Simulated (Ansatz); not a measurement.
## What DFT gives for Ca (P6_3/mmc)

Conventional cell: a = 3.858 Å, b = 3.858 Å, c = 6.335 Å, α = 90.00°, β = 90.00°, γ = 120.00°. Around Ca (atom 1) lie 12 Ca at 3.86 to 3.87 Å.

The structure is one entry of a database and needn't be the stable phase. Ansatz runs use the cell relaxed by PAW under their functional.

Question: How stiff is it? (PBEsol, all-electron LAPW in Ansatz 0.2.0, scalar-relativistic; a = 3.858, c = 6.335 Å; k mesh 14×14×8, strains of ±0.005, Fermi-Dirac smearing of 0.100 eV, basis error target 1 meV/atom)

Answer: Elastic moduli (Hill averages, relaxed ions; θ_D from sound speeds over directions): B = 17.9 GPa, G = 8.8 GPa, C11 = 30.1 GPa, C33 = 41.9 GPa, C44 = 7.3 GPa, ν = 0.290, θ_D = 221 K.

Question: How does it vibrate? (PBEsol, all-electron LAPW in Ansatz 0.2.0, scalar-relativistic; a = 3.851, c = 6.352 Å; k mesh 12×12×6, Fermi-Dirac smearing of 0.050 eV, basis error target 1 meV/atom; q mesh 3×3×1)

Answer: Harmonic phonons by finite displacements (negative means unstable): highest mode = 154 cm⁻¹, lowest at K = 121 cm⁻¹, lowest optical at Γ = 71.5 cm⁻¹, highest at Γ = 154 cm⁻¹.

Question: What do its conduction electrons give? (LDA, all-electron LAPW in Ansatz 0.2.0, scalar-relativistic; a = 3.774, c = 6.220 Å; k mesh 10×10×6, fine mesh 16×16×8, Fermi-Dirac smearing of 0.100 eV, basis error target 1 meV/atom)

Answer: Fermi-surface sums: N(E_F) = 0.87 states/eV/atom, ħω_p (r.m.s. of x, y, z) = 2.7 eV, Fermi speed = 0.32×10⁶ m/s.

Limits of these numbers: responses of metals move with mesh and smearing (moduli, phonons); elastic stability says nothing of phonons or of other phases (moduli); these sums move with the mesh, by several per cent and more for small sheets (Fermi surface).
